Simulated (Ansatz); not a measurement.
Data:

BaTiO3:
```cif
data_Ba2O6Ti2
_chemical_formula_sum 'Ba2 Ti2 O6'
_space_group_name_H-M_alt 'Amm2'
_space_group_IT_number 38
_space_group_name_Hall 'A 2 -2'
_cell_length_a 3.96365
_cell_length_b 5.71606
_cell_length_c 5.74770
_cell_angle_alpha 90.000
_cell_angle_beta 90.000
_cell_angle_gamma 90.000
loop_
_space_group_symop_operation_xyz
  'x, y, z'
  '-x, -y, z'
  '-x, y, z'
  'x, -y, z'
  'x, y+1/2, z+1/2'
  '-x, -y+1/2, z+1/2'
  '-x, y+1/2, z+1/2'
  'x, -y+1/2, z+1/2'
loop_
_atom_site_label
_atom_site_type_symbol
_atom_site_symmetry_multiplicity
_atom_site_Wyckoff_symbol
_atom_site_fract_x
_atom_site_fract_y
_atom_site_fract_z
_atom_site_occupancy
Ba1 Ba 2 a 0.00000 0.00000 0.99500 1
Ti1 Ti 2 b 0.50000 0.50000 0.97948 1
O1 O 4 e 0.50000 0.24304 0.26629 1
O2 O 2 a 0.00000 0.00000 0.51304 1
```
(The calculation used a cell of 5 atoms; values per cell refer to that cell.)

This is the r²SCAN-relaxed structure.

Task: All from DFT-r²SCAN in the program Ansatz with PAW potentials, unless another level is named. Predict the formation energy from the elements (no fitted shifts).

Result: -3.38 eV/atom.

Task: Give the band gap.

Result: 2.66 eV (indirect).

Task: And the hole effective mass?

Result: 0.91, 1.6, 2.4 mₑ (principal values).

Task: What about the weight of the valence-edge state by species (Voronoi cells)?

Result: O 98 %.

Task: What about the conduction-band minimum?

Result: at Γ.

This is a known low-temperature phase of the composition, computed here at zero pressure and temperature. Symmetry was held in the r²SCAN relaxation; its stability against distortions is not shown here. No spin polarisation was allowed. The references are the lowest solids computed at this level, not always the standard phases (solids in place of the gases). Spin–orbit coupling is left out wherever it is not named.

Potentials: the later of the program's two PAW sets.
